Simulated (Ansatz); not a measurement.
## MgZn₃Te₄ (P-4m2) at 2 levels of theory

One geometry, relaxed with PBE; plane waves with PAW potentials in Ansatz, scalar-relativistic unless the row names spin-orbit coupling. No spin polarisation but for the spin–orbit row. Gaps are the least over mesh and band path; pressure is positive in compression.

```
Mg Zn Te
1.0
     4.42348    0.00000    0.00000
     0.00000    4.42348    0.00000
     0.00000    0.00000   12.56381
Mg Zn Te
1 3 4
Direct
  0.50000 0.50000 0.00000
  0.00000 0.00000 0.74242
  0.50000 0.50000 0.50000
  0.00000 0.00000 0.25758
  0.50000 0.00000 0.37888
  0.00000 0.50000 0.13616
  0.50000 0.00000 0.86384
  0.00000 0.50000 0.62112
```

| level | cutoff (eV) | k mesh | gap (eV) | pressure (GPa) |
| --- | --- | --- | --- | --- |
| PBE | 420 | 6×6×4 | 1.28 | 0.0 |

Q: What comes out on the same cell with PBE with spin-orbit coupling?

A:
```csv
level,cutoff (eV),k mesh,gap (eV),pressure (GPa)
PBE with spin-orbit coupling,420,6×6×4,1.02,0.0
```

Spin-orbit coupling matters for the bands of heavy elements and enters only rows that name it.

The structure comes from a generated guess; another structure or a mixture of phases may lie lower.
